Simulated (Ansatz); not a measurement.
NaH4IO2:
```cif
data_H8I2Na2O4
_chemical_formula_sum 'Na2 H8 I2 O4'
_space_group_name_H-M_alt 'P 1'
_space_group_IT_number 1
_cell_length_a 5.87983
_cell_length_b 7.11045
_cell_length_c 7.10062
_cell_angle_alpha 117.303
_cell_angle_beta 114.393
_cell_angle_gamma 81.510
loop_
_space_group_symop_operation_xyz
  'x, y, z'
loop_
_atom_site_label
_atom_site_type_symbol
_atom_site_fract_x
_atom_site_fract_y
_atom_site_fract_z
_atom_site_occupancy
Na1 Na 0.67723 0.51760 0.85842 1
Na2 Na 0.32277 0.48240 0.14158 1
H1 H 0.39511 0.85333 0.10925 1
H2 H 0.60489 0.14667 0.89075 1
H3 H 0.20806 0.71629 0.86773 1
H4 H 0.79194 0.28371 0.13227 1
H5 H 0.05455 0.85408 0.25934 1
H6 H 0.94545 0.14592 0.74066 1
H7 H 0.95898 0.72968 0.34439 1
H8 H 0.04102 0.27032 0.65561 1
I1 I 0.75615 0.77824 0.62361 1
I2 I 0.24385 0.22176 0.37639 1
O1 O 0.36617 0.70990 0.98616 1
O2 O 0.63383 0.29010 0.01384 1
O3 O 0.00188 0.71230 0.21888 1
O4 O 0.99812 0.28770 0.78112 1
```

Relaxed with r²SCAN+D4.

Problem. Tabulate the valence density and the electron localisation function along the shortest Na–O contact (2.35 Å), plane-wave PAW r²SCAN+D4 (Ansatz code).

Solution. 

| distance from Na (Å) | density (e/Å³) | ELF |
|---|---|---|
| 0.24 | 15.96 | 0.34 |
| 0.35 | 10.93 | 0.50 |
| 0.47 | 5.93 | 0.60 |
| 0.59 | 2.38 | 0.61 |
| 0.71 | 0.76 | 0.48 |
| 0.82 | 0.29 | 0.19 |
| 0.94 | 0.17 | 0.03 |
| 1.06 | 0.13 | 0.02 |
| 1.18 | 0.16 | 0.11 |
| 1.29 | 0.24 | 0.48 |
| 1.41 | 0.39 | 0.79 |
| 1.53 | 0.68 | 0.87 |
| 1.65 | 1.19 | 0.90 |
| 1.76 | 2.16 | 0.90 |
| 1.88 | 3.73 | 0.87 |
| 2.00 | 5.58 | 0.79 |
| 2.12 | 7.03 | 0.60 |

The density is the valence pseudo-density with augmentation charge, so density and ELF within about 1 Å of a nucleus are not all-electron values.

Space group P-1. The workflow started from a Materials Project entry (that database holds measured and hypothetical structures alike); the Crystallography Open Database files this formula in space group No. 2, but the cells were not matched. Its standing as an ambient phase is unchecked. Symmetry was held in the r²SCAN+D4 relaxation; whether a distortion lowers the energy is not shown. Spin–orbit coupling is left out wherever it is not named.

Potentials: the later of the program's two PAW sets.
